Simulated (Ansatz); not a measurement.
Relaxed CaO (rock salt):

```
CaO
1.0
    0.00000     4.83070     4.83070
    2.41535     2.41535     4.83070
    2.41535     2.41535     0.00000
O Ca
2 2
Direct
  0.00000   0.00000   0.00000
  0.50000   0.00000   0.00000
  0.00000   0.50000   0.50000
  0.50000   0.50000   0.50000
```

The atoms are displaced by Q × the pattern below (from a DFPT mode at X = (0.5, 0.5, 0.0), largest move 1; Q in Å), at fixed cell. (q is in reciprocal vectors of the primitive cell; the cell shown is doubled to hold the pattern.)

| atom | x | y | z |
|---|---|---|---|
| O1 | 0.000 | 0.000 | 1.000 |
| O2 | 0.000 | 0.000 | -1.000 |
| Ca3 | 0.000 | 0.000 | 0.236 |
| Ca4 | 0.000 | 0.000 | -0.236 |

These are PBE (plane waves to 420 eV, PAW, scalar-relativistic; Ansatz, a program for electronic structure) values and carry that method's errors. k mesh 12×12×12 (Γ-centred), Fermi-Dirac smearing 0.05 eV. CaO was relaxed with its symmetry unable to fall.

At one point of the scan the forces (eV/Å) are:

```tsv
atom	Fx	Fy	Fz
O1	0.000	0.000	-1.310
O2	0.000	0.000	1.310
Ca3	0.000	0.000	-0.748
Ca4	0.000	0.000	0.748
```

**Question.** Which point is it?
(A) Q = 0.150 Å
(B) Q = 0.030 Å
(C) Q = 0.180 Å
(D) Q = 0.060 Å

**Answer.** A, Q = 0.150 Å

(A displaced cell: forces are minus the slopes of the energy, force constants its curvatures, and phonons follow from these.)
